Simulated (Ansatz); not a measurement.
The guess for Ga₂GeO₂ was made by a generator: random cell by space group and Wyckoff sites (P4mm, No. 99). The dimensions are guesses.

Space group P4mm (No. 99). a = 4.766 Å, b = 4.766 Å, c = 3.788 Å, α = 90.00°, β = 90.00°, γ = 90.00°
```json
{"atom": "Ga", "site": "2c", "symmetry": "2mm.", "x": "0.5000", "y": "0.0000", "z": "0.2127"}
{"atom": "Ge", "site": "1b", "symmetry": "4mm", "x": "0.5000", "y": "0.5000", "z": "0.7199"}
{"atom": "O", "site": "2c", "symmetry": "2mm.", "x": "0.5000", "y": "0.0000", "z": "0.7602"}
```

All numbers below come from DFT PBE, scalar-relativistic, plane waves, PAW (Ansatz). Cutoff 420 eV, Gaussian smearing, Γ-centred meshes. Cell and atoms relax first on a coarse mesh and then on a finer one. In between, the cell is made exact in the group found at 0.06 Å. In metals the finer mesh still leaves noise of several meV/atom or more. The steps can't lower the symmetry of their start. No spin polarisation.

A guess keeps its type if space group and coordination stay and the shape of the cell changes little (axis ratios within about 15 %, angles within 6°); the volume may change.

Question: Will the relaxed cell still be of the starting type?

Answer: It doesn't keep its type. The symmetry stays P4mm (No. 99). The volume per atom shrinks by 2.3 %, from 17.2 to 16.8 Å³. The shortest distance goes from 1.71 Å (Ga–O) to 1.91 Å (Ga–O). The ratio c/a of the conventional cell changes by a factor of 1.90. Counting neighbours within 15 % of an atom's shortest distance, the start has Ga 1, Ge 4, O 1 and the end Ga 1, Ge 4, O 3. In detail, at the end around Ga lies 1 O at 1.91 Å; Ge has 4 O at 2.06 Å; O is surrounded by 1 Ga at 1.91 Å and 2 Ge at 2.06 Å.

```cif
data_structure
_symmetry_space_group_name_H-M 'P4mm'
_symmetry_Int_Tables_number 99
_cell_length_a 3.8166
_cell_length_b 3.8166
_cell_length_c 5.7715
_cell_angle_alpha 90.000
_cell_angle_beta 90.000
_cell_angle_gamma 90.000
_cell_volume 84.07
loop_
_atom_site_label
_atom_site_type_symbol
_atom_site_symmetry_multiplicity
_atom_site_Wyckoff_symbol
_atom_site_fract_x
_atom_site_fract_y
_atom_site_fract_z
_atom_site_occupancy
Ga1 Ga 2 c 0.50000 0.00000 0.15799 1
Ge1 Ge 1 b 0.50000 0.50000 0.69481 1
O1 O 2 c 0.50000 0.00000 0.82745 1
```

Energies over the elements count from the elements' standard structures at the same level (O₂ as a molecule), with no fitted energy shifts.

Question: At what energy does it end?

Answer: −0.59 eV/atom.

The last run used a 10×10×8 mesh (in the run's order of axes) for its 5-atom cell and Gaussian smearing of 0.10 eV. Weakly bound directions are ill-defined at this level, which has no dispersion term. Symmetry constrained the relaxation, so the result can be a saddle point. Another cell of Ga2GeO2 relaxed alike, in P-3m1, lies 0.37 eV/atom lower, so this cell isn't the stable form at this level.
